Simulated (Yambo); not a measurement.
Yambo run on Rb$_{3}$CoF$_{6}$ (space group Fm-3m, No. 225). The wavefunctions come from this Quantum ESPRESSO step (PBEsol, PseudoDojo standard norm-conserving files, scalar-relativistic):

```
&CONTROL
  calculation = 'nscf'
  pseudo_dir = './pseudo'
  outdir = './out'
/
&SYSTEM
  ibrav = 0
  nat = 10
  ntyp = 3
  ecutwfc = 96.0
  ecutrho = 384.0
  occupations = 'fixed'
  force_symmorphic = .true.
  nbnd = 334
/
&ELECTRONS
  conv_thr = 1e-08
  diago_full_acc = .true.
  diago_thr_init = 1e-08
/
ATOMIC_SPECIES
F 18.9984 F.upf
Co 58.9332 Co.upf
Rb 85.4678 Rb.upf
CELL_PARAMETERS angstrom
  0.000000000000   4.432675000000   4.432675000000
  4.432675000000   0.000000000000   4.432675000000
  4.432675000000   4.432675000000   0.000000000000
ATOMIC_POSITIONS crystal
F   0.791920000000   0.208080000000   0.208080000000
F   0.208080000000   0.791920000000   0.791920000000
F   0.208080000000   0.791920000000   0.208080000000
F   0.791920000000   0.208080000000   0.791920000000
F   0.208080000000   0.208080000000   0.791920000000
F   0.791920000000   0.791920000000   0.208080000000
Co   0.000000000000   0.000000000000   0.000000000000
Rb   0.250000000000   0.250000000000   0.250000000000
Rb   0.750000000000   0.750000000000   0.750000000000
Rb   0.500000000000   0.500000000000   0.500000000000
K_POINTS automatic
2 2 2 0 0 0
```

Yambo input:

```
rim_cut
gw0
dyson
el_el_corr
HF_and_locXC
ppa
em1d
RandQpts= 1000000
RandGvec= 1 Ry
EXXRLvcs= 96 Ry
VXCRLvcs= 384 Ry
Chimod= "HARTREE"
% BndsRnXp
 5 | 333 |
%
NGsBlkXp= 8 Ry
% LongDrXp
 1.0 | 1.0 | 1.0 |
%
PPAPntXp= 27.2114 eV
% GbndRnge
 1 | 333 |
%
GTermKind= "BG"
DysSolver= "n"
ExtendOut
% QPkrange
 1 | 1 | 43 | 44 |
 2 | 2 | 43 | 44 |
 3 | 3 | 43 | 44 |
%
```

k points by index: 1 = Γ, 2 = L, 3 = X.

The o-*.qp file then holds:

```
#    K-point    Band    Eo [eV]    E [eV]    E-Eo [eV]    Vxc [eV]    Vnlxc [eV]    Sc|Eo [eV]    Sc|E [eV]    dSc/dw|Eo [eV]    Re(Z)    Im(Z)
#
    1    43    -0.073622    -1.373948    -1.300326    -28.81504    -37.39523    6.843759    7.279865    -9.124468    0.748881    -0.001832
    1    44    1.373032    3.754340    2.381308    -28.54331    -20.81732    -4.599996    -5.344677    -8.508961    0.761787    -0.001505
    2    43    -0.030146    -1.330897    -1.300751    -29.02060    -37.63622    6.878144    7.314870    -9.134454    0.748675    -0.001830
    2    44    1.547281    3.916774    2.369493    -28.89582    -21.26223    -4.510292    -5.264097    -8.655934    0.758663    -0.001949
    3    43    0.000000    -1.299812    -1.299812    -29.15580    -37.78780    6.895482    7.332192    -9.140698    0.748546    -0.001841
    3    44    1.319252    3.670944    2.351693    -28.14632    -20.44457    -4.622915    -5.350048    -8.413066    0.763837    -0.001537
```
(The two width columns are left out.) Convergence of these settings isn't established.

Geometry of the Materials Project entry, not relaxed at this level.

The structure is a Materials Project entry; no match was found in the copy of COD used, and its stability was not checked.

The runs are not spin-polarised; magnetic order was not tried.
